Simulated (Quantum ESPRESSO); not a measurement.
# Quadrupole interaction in ZnF₂

```xyz
6
Lattice="4.7048 0.0000 0.0000 0.0000 4.7048 0.0000 0.0000 0.0000 3.1338" Properties=species:S:1:pos:R:3 pbc="T T T"
Zn     0.0000     0.0000     0.0000
Zn     2.3524     2.3524     1.5669
F      1.4239     1.4239     0.0000
F      0.9285     3.7763     1.5669
F      3.2809     3.2809     0.0000
F      3.7763     0.9285     1.5669
```
The cell was made here from an entry of the Crystallography Open Database (unchecked): atoms relaxed with PBE in the measured cell (PBE without dispersion, pw.x of a modified build of Quantum ESPRESSO, symmetry kept).  Stability against distortions was not tested.

Principal values are ordered |Vxx| ≤ |Vyy| ≤ |Vzz|, η = (Vxx − Vyy)/Vzz, and C_Q = eQVzz/h is given by its size. Cores are frozen. Against all-electron runs on small test molecules, this scheme's |Vzz| missed by +4 % on Zn, −6 to +4 % (−29 % in KF) on F.

Quadrupole moments taken as inputs (sizes, barn, from the tables of PySCF and pymatgen): ⁶⁷Zn 0.15.

**Question.** What do the calculations give at each independent site (field gradients by the PAW reconstruction of the field gradient on a scalar-relativistic PBE ground state (Quantum ESPRESSO, JTH datasets), 22.5 Ha, k-mesh 5×5×7 through Γ)?

**Answer.** 
| site | site symmetry | Vzz (a.u.) | η_Q | ∣C_Q∣ (MHz) |
|---|---|---|---|---|
| Zn (atoms 1, 2) | mmm | 0.233 | 0.00 | 8.22 (⁶⁷Zn) |
| F (atoms 3, 4, 5, 6) | m2m | -0.940 | 0.43 | – |
